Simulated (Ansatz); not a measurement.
PbF2 (fluorite)

Space group Fm-3m (No. 225); a = 5.9213 Å, b = 5.9213 Å, c = 5.9213 Å, α = 90.00°, β = 90.00°, γ = 90.00°

```csv
atom,site,symmetry,x,y,z
Pb,4a,m-3m,0.0000,0.0000,0.0000
F,8c,-43m,0.2500,0.2500,0.2500
```
(The calculation used a cell of 3 atoms; values per cell refer to that cell.)

The relaxed cell is deformed in two ways at once: its volume V is scaled, and at that volume it is stretched along z (the c axis of the conventional cell) so that c/a changes. Fractional atomic positions are held.

Calculation: r2SCAN (plane waves to 500 eV, PAW, scalar-relativistic; Ansatz, an electronic-structure program). k mesh 10×10×10 (Γ-centred), Fermi-Dirac smearing 0.05 eV. Compression counts positive. PbF2 was relaxed with its symmetry unable to fall. Spin-orbit coupling is left out, though Pb is heavy.

Changes of P (GPa) from the point V/V₀ = 1.000, (c/a)/(c/a)₀ = 1.000 when one coordinate moves alone (two changes are said to add if the coupling is within 5 % of the smaller one, nearly so within 20 %):

```csv
point,change
"V/V₀ = 1.000, (c/a)/(c/a)₀ = 0.880",-0.456
"V/V₀ = 1.000, (c/a)/(c/a)₀ = 0.940",-0.118
"V/V₀ = 0.960, (c/a)/(c/a)₀ = 1.000",3.473
"V/V₀ = 0.980, (c/a)/(c/a)₀ = 1.000",1.637
"V/V₀ = 1.020, (c/a)/(c/a)₀ = 1.000",-1.459
"V/V₀ = 1.040, (c/a)/(c/a)₀ = 1.000",-2.760
"V/V₀ = 1.000, (c/a)/(c/a)₀ = 1.060",-0.117
"V/V₀ = 1.000, (c/a)/(c/a)₀ = 1.120",-0.452
```

**Question.** What is the change at V/V₀ = 0.980, (c/a)/(c/a)₀ = 1.120, where both move, and how far is it from the sum?

**Answer.** The sum of the single changes is 1.637 + (-0.452) = 1.185; the calculation gives 1.145, so the coupling contributes -0.040 (under 20 % of the smaller single change, nearly additive).

**Question.** What is the change at V/V₀ = 0.960, (c/a)/(c/a)₀ = 1.120, where both move, and how far is it from the sum?

**Answer.** The sum of the single changes is 3.473 + (-0.452) = 3.021; the calculation gives 2.938, so the coupling contributes -0.083 (under 20 % of the smaller single change, nearly additive).

**Question.** Do the two effects add at V/V₀ = 0.980, (c/a)/(c/a)₀ = 1.060? Give the computed change.

**Answer.** The sum of the single changes is 1.637 + (-0.117) = 1.520; the calculation gives 1.509, so the coupling contributes -0.011 (under 20 % of the smaller single change, nearly additive).

(Under strain, the slope of the energy per volume gives the stress and its curvature an elastic modulus.)
